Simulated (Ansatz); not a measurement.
Input and command of a plane-wave DFT calculation in Ansatz:

```yaml
crystal:
  lattice:
    - [5.7407445401, 0.0, 0.0]
    - [0.0, 5.7407445401, 0.0]
    - [0.0, 0.0, 5.7407445401]
  atoms:
    - { symbol: Al, position: [0.0, 0.0, 0.0] }
    - { symbol: Ga, position: [0.5, 0.5, 0.0] }
    - { symbol: Ga, position: [0.5, 0.0, 0.5] }
    - { symbol: Ga, position: [0.0, 0.5, 0.5] }
    - { symbol: As, position: [0.7506715844, 0.7506715844, 0.2493284156] }
    - { symbol: As, position: [0.7506715844, 0.2493284156, 0.7506715844] }
    - { symbol: As, position: [0.2493284156, 0.7506715844, 0.7506715844] }
    - { symbol: As, position: [0.2493284156, 0.2493284156, 0.2493284156] }
basis:
  ecutwfc: 420
kpoints:
  mp_grid: { grid: [6, 6, 6] }
hamiltonian:
  xc: pbe
scf:
  occupations: { method: fixed }
output:
  forces: true
  stress: true
  eigenvalues: true
  write_density: true
  write_potential: true
  elf: true
  volumetric_format: npy
relax:
  adjacent_minimum: "off"
  f_tol: 0.001
  max_steps: 60
  cell: { stress_tol: 0.01 }
```

```bash
ansatz run input.yaml --threads 4 --pin off --max-ram 12288MiB --backend cpu --events-out ev --progress --plain --runs-dir out
```

Processor: Oxide Virtual Turin-like Processor (Zen 5), 4 threads, on a host shared with other jobs.

Task: Estimate time, memory and problem size.

Result: About 15 s on 4 threads of Oxide Virtual Turin-like Processor (Zen 5) (shared host), peak memory 0.73 GiB. It solves 62 bands at 20 k points (the mesh reduced by symmetry) with about 3743 plane waves (on the last cell), in 19 SCF iterations over 3 ionic steps.
